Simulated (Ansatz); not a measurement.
# GaSb: projected DOS by orbital

```yaml
crystal:
  lattice:
    - [0.00000, 3.10806, 3.10806]
    - [3.10806, 0.00000, 3.10806]
    - [3.10806, 3.10806, 0.00000]
  atoms:
    - { symbol: Ga, position: [0.00000, 0.00000, 0.00000] }
    - { symbol: Sb, position: [0.25000, 0.25000, 0.25000] }
```

Atom numbers follow the list: Ga1, Sb2.

The cell was built from the zincblende type and relaxed in the same program, and has space group F-43m; it needn't be a known or the stable phase.

No spin–orbit coupling, which matters for the heavy atoms here.

Theory: DFT, PBE, all-electron LAPW, scalar-relativistic (Ansatz 0.2.0).

Settings: a Γ-centred 9×9×9 k mesh, Fermi–Dirac smearing of 0.08 eV, basis error target 1 meV/atom, no spin polarisation.

States per eV for one atom of each kind, in 0.4 eV bins named by their centres, from the Fermi level, projected on a minimal set of Löwdin-orthogonalised atomic shells; orbitals are real harmonics on the Cartesian axes, equal curves share a column, and empty bins are left out, as is all above 2.4 eV, near the top of the computed bands.

Ga1 4p:

```
# E all pz=px=py
-11.1 0.02 0.01
-10.7 0.07 0.02
-10.3 0.12 0.04
-9.9 0.21 0.07
-9.5 0.31 0.10
-9.1 0.28 0.09
-6.3 0.10 0.03
-5.9 0.11 0.04
-5.5 0.06 0.02
-5.1 0.04 0.01
-4.7 0.03 0.01
-4.3 0.02 0.01
-3.9 0.02 0.01
-3.5 0.23 0.08
-3.1 0.51 0.17
-2.7 0.53 0.18
-2.3 0.69 0.23
-1.9 0.60 0.20
-1.5 0.53 0.18
-1.1 0.34 0.11
-0.7 0.13 0.04
-0.3 0.03 0.01
0.5 0.02 0.01
0.9 0.08 0.03
1.3 0.26 0.09
1.7 0.49 0.16
2.1 0.34 0.11
```

Sb2 5p:

```
# E all pz=px=py
-10.7 0.02 0.01
-10.3 0.03 0.01
-9.9 0.05 0.02
-9.5 0.05 0.02
-9.1 0.02 0.01
-6.7 0.09 0.03
-6.3 0.65 0.22
-5.9 0.41 0.14
-5.5 0.23 0.08
-5.1 0.15 0.05
-4.7 0.11 0.04
-4.3 0.08 0.03
-3.9 0.06 0.02
-3.5 0.36 0.12
-3.1 0.79 0.26
-2.7 0.82 0.27
-2.3 1.09 0.36
-1.9 1.03 0.34
-1.5 1.00 0.33
-1.1 0.71 0.24
-0.7 0.32 0.11
-0.3 0.11 0.04
0.5 0.02 0.01
0.9 0.12 0.04
1.3 0.47 0.16
1.7 0.75 0.25
2.1 0.42 0.14
```

Ga1 4s:

```
# E all
-11.1 0.05
-10.7 0.11
-10.3 0.14
-9.9 0.19
-9.5 0.18
-9.1 0.06
-6.7 0.12
-6.3 0.83
-5.9 0.44
-5.5 0.23
-5.1 0.14
-4.7 0.11
-4.3 0.07
-3.9 0.05
-3.5 0.05
-3.1 0.06
-2.7 0.06
-2.3 0.05
-1.9 0.04
-1.5 0.02
-1.1 0.01
0.5 0.02
0.9 0.11
1.3 0.33
1.7 0.47
2.1 0.25
```

Sb2 5s:

```
# E all
-11.1 0.09
-10.7 0.23
-10.3 0.36
-9.9 0.64
-9.5 0.92
-9.1 0.79
-6.3 0.09
-5.9 0.10
-5.5 0.08
-5.1 0.06
-4.7 0.05
-4.3 0.04
-3.9 0.03
-3.5 0.03
-3.1 0.03
-2.7 0.03
-2.3 0.03
-1.9 0.02
-1.5 0.01
-1.1 0.01
0.5 0.01
0.9 0.05
1.3 0.12
1.7 0.17
2.1 0.12
```
